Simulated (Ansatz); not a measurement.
NaI (rock salt)

```
NaI
1.0
    0.00000     3.26452     3.26452
    3.26452     0.00000     3.26452
    3.26452     3.26452     0.00000
I Na
1 1
Direct
  0.00000   0.00000   0.00000
  0.50000   0.50000   0.50000
```

Two coordinates are scanned: the volume, and the ratio of the stretch along z (the conventional c axis) to the stretch across it. Atoms keep their fractional coordinates.

Method: PBE (plane waves to 420 eV, PAW, scalar-relativistic; Ansatz, a quantum-chemistry and plane-wave program). k mesh 9×9×9 (Γ-centred), Fermi-Dirac smearing 0.05 eV. E stands for the smeared free energy. NaI was relaxed with its symmetry unable to fall. Spin-orbit coupling is left out, though I is heavy.

Changes of ΔE (meV/atom) from the point V/V₀ = 1.000, (c/a)/(c/a)₀ = 1.000 when one coordinate moves alone (two changes are said to add if the coupling is within 5 % of the smaller one, nearly so within 20 %):

```tsv
point	change
V/V₀ = 1.000, (c/a)/(c/a)₀ = 0.960	2.75
V/V₀ = 1.000, (c/a)/(c/a)₀ = 0.973	1.18
V/V₀ = 1.000, (c/a)/(c/a)₀ = 0.987	0.29
V/V₀ = 0.960, (c/a)/(c/a)₀ = 1.000	2.84
V/V₀ = 0.973, (c/a)/(c/a)₀ = 1.000	1.23
V/V₀ = 0.987, (c/a)/(c/a)₀ = 1.000	0.30
V/V₀ = 1.013, (c/a)/(c/a)₀ = 1.000	0.28
V/V₀ = 1.027, (c/a)/(c/a)₀ = 1.000	1.11
V/V₀ = 1.040, (c/a)/(c/a)₀ = 1.000	2.44
V/V₀ = 1.000, (c/a)/(c/a)₀ = 1.013	0.27
V/V₀ = 1.000, (c/a)/(c/a)₀ = 1.027	1.05
V/V₀ = 1.000, (c/a)/(c/a)₀ = 1.040	2.31
```

Question: What is the change at V/V₀ = 0.960, (c/a)/(c/a)₀ = 0.960, where both move, and how far is it from the sum?

Answer: The sum of the single changes is 2.84 + (2.75) = 5.59; the calculation gives 6.20, so the coupling contributes 0.61 (over 20 % of the smaller single change, not additive).

(A scan under strain: stresses follow from slopes of the energy per volume, elastic moduli from its curvatures.)
